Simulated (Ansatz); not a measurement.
MoRu (L1₀ or tetragonal B2, P4/mmm), PBEsol in the plane-wave PAW code Ansatz, all energies at zero smearing, with the estimated change up to a 700 eV cutoff added, with one set of potentials and settings (totals compare only within such a set). Cell of 2 atoms (1 Ru, 1 Mo): -10713.920 eV.

```
element                reference phase  E (eV/atom)
-------  -----------------------------  -----------
Ru       P6_3/mmc, 2 atoms in the cell   -5816.5470
Mo          Im-3m, 1 atoms in the cell   -4897.5018
```

Formation energy per atom, worked out: (-10713.920 − 1×(-5816.5470) − 1×(-4897.5018))/2 = 0.064 eV/atom (6 kJ per mol of atoms), at 0 K, without zero-point energy or fitted corrections.

The start of the workflow was typed in or built on a structure type; neither database checked (COD, Materials Project) lists it. Whether it is the stable phase at ambient conditions was not checked. The cell was relaxed with PBEsol under the symmetry of its start; whether a distortion lowers the energy is not shown. No spin polarisation was allowed. The references are the lowest solids computed at this level, not always the standard phases.

Potentials: the earlier of the program's two PAW sets. The files were generated under PBE; for other functionals the program regenerates the frozen cores, and for LDA and PBEsol the local potential too.
